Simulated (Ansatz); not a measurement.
AlZnNO, first-principles data

AlZnNO:
```xyz
4
Lattice="3.1351 0.0000 0.0000 -1.5675 2.7150 0.0000 0.0000 0.0000 5.1507" Properties=species:S:1:pos:R:3 pbc="T T T"
Al     0.0000     1.8100     2.5971
Zn     1.5675     0.9050     5.0873
O      0.0000     1.8100     0.7837
N      1.5675     0.9050     3.1209
```

Space group P3m1 (No. 156); conventional cell a = b = 3.1351 Å, c = 5.1507 Å, α = β = 90.00°, γ = 120.00°.

Method: the program Ansatz at the r²SCAN level (PAW). The cell and atoms are relaxed at this level. Other levels are named where they apply.

Cell and energy:

* **Volume per atom**: 10.96 Å³
* **Density**: 4.63 g/cm³
* **Formation energy from the elements (no fitted shifts)**: -1.67 eV/atom

Electronic structure:

* **Band gap**: 2.83 eV (direct)
* **Valence-band maximum**: at Γ
* **Conduction-band minimum**: at Γ
* **Electron effective mass**: 0.24, 0.30, 0.30 mₑ (principal values)
* **Hole effective mass, band 1 of 2 at the edge**: 5.5 along x, 3.7 along z (mₑ)
* **Hole effective mass, band 2 of 2 at the edge**: 0.31 along x, 3.7 along z (mₑ)
* **HSE06 gap on the r²SCAN cell**: 3.83 eV

Mechanics:

- Bulk modulus (Birch–Murnaghan fit) = 180 GPa
- Pressure derivative B′ = 4.1
- Elastic constants (relaxed ions, GPa) = C11 = 300, C12 = 124, C13 = 107, C14 = -1.5, C33 = 352, C44 = 71.3
- Mechanical stability = stable (all eigenvalues of C positive)
- Hill bulk and shear moduli = 181 and 85.6 GPa
- Young's modulus = 222 GPa
- Poisson's ratio = 0.30
- Debye temperature from the elastic constants = 643 K
- Piezoelectric stress constants (proper, relaxed ions, C/m²) = e15 = e24 = 0.42, e16 = e21 = 0.06, e22 = -0.06, e31 = e32 = 0.37, e33 = -1.26

Charges:

- Bader charges: Al +2.50, Zn +1.22, O -1.46, N -2.26 e

The start of the workflow was typed in or built on a structure type; neither database checked (COD, Materials Project) lists it. Whether it is the stable phase at ambient conditions was not checked. The r²SCAN relaxation kept the symmetry of its start; its stability against distortions is not shown here. Signs of piezoelectric constants follow the polarity of the cell as given. The references are the lowest solids computed at this level, not always the standard phases (solids in place of the gases).

Potentials: the earlier of the program's two PAW sets. The files were generated under PBE; for other functionals the program regenerates the frozen cores, and for LDA and PBEsol the local potential too.
